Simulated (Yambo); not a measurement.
```xyz
10
Lattice="2.3275 1.3438 4.9452 -2.3275 1.3438 4.9452 0.0000 -2.6876 4.9452" Properties=species:S:1:pos:R:3 pbc="T T T"
Li     0.0000     0.0000     7.4178
Li     0.0000     0.0000     0.0000
N      0.0000     0.0000    11.1266
N      0.0000     0.0000     3.7089
O     -1.0696    -1.3438     6.1815
O      1.0696     1.3438     8.6541
O      1.6985    -0.2544     6.1815
O     -1.6985     0.2544     8.6541
O     -0.6290     1.5982     6.1815
O      0.6290    -1.5982     8.6541
```

Workflow: norm-conserving PBEsol (Quantum ESPRESSO, 84 Ry, without SOC), then G0W0 in Yambo (4×4×4 Γ-centred k mesh, bands 3 to 109 and a 6 Ry block in the screening, 109 bands in G with the Bruneval-Gonze terminator, plasmon pole fitted at 27.2 eV).

### Question
Give the PBEsol and G0W0 gaps between the band edges found on this mesh, and say where the edges lie.

### Answer
Edges: F → (0.25, 0.25, 0.25). PBEsol: 3.05 eV; G0W0: 7.04 eV. Nearest settings tried, and what they do to the gap: 59 bands in W: +140 meV; 5 Ry block (127 vectors against 163): +43 meV. Not varied: bands in G, mesh. So the settings aren't converged at that level. 

Geometry of the Materials Project entry, not relaxed at this level.

The structure is a Materials Project entry; no match was found in the copy of COD used, and its stability was not checked.
